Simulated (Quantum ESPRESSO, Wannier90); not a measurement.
# YSi (Cmcm), plane waves to Wannier functions

```xyz
4
Lattice="0.0000 0.0000 3.8337 -4.2866 0.0000 0.0000 2.1433 -5.2838 0.0000" Properties=species:S:1:pos:R:3 pbc="T T T"
Y      0.0000    -1.4861    -0.9584
Y      0.0000     1.4861     0.9584
Si    -2.1433     0.7981    -0.9584
Si     2.1433    -0.7981     0.9584
```

Materials Project entry mp-9972; symmetrised, unrelaxed at this level. Not found in the COD (Crystallography Open Database) copy used; not checked further. Level: LDA, no spin polarisation, no spin-orbit coupling; pw.x of Quantum ESPRESSO at 58 Ry with PseudoDojo potentials, 8×6×6 k-points, Wannier90. Density: 8×8×8 mesh, cold smearing 0.01 Ry.

Bands 9-10 form an isolated set from -10.39 to -5.15 eV relative to the Fermi level (on the path) and are turned into 2 Wannier functions by minimising the spread from the start: atomic waves Si 3s.

Question: Where do the functions sit, how wide are they and what are they made of?

Answer: 
| functions | spread (Å²) | nearest atom, distance (Å) | second atom, distance (Å) | weight on atomic waves |
|---|---|---|---|---|
| 2 | 3.10 | Si 0.11 | Si 2.42 | Si 3s 53 %, Si 3p 17 %, Y 4d 16 % |

Ω_I = 6.06 Å², Ω_total = 6.21 Å²; the interpolated bands follow pw.x to 5.3 meV rms on the path. Only this start was tried; a symmetric start can stop on a saddle, and mixtures of these functions could lower the total by at most Ω_total − Ω_I.
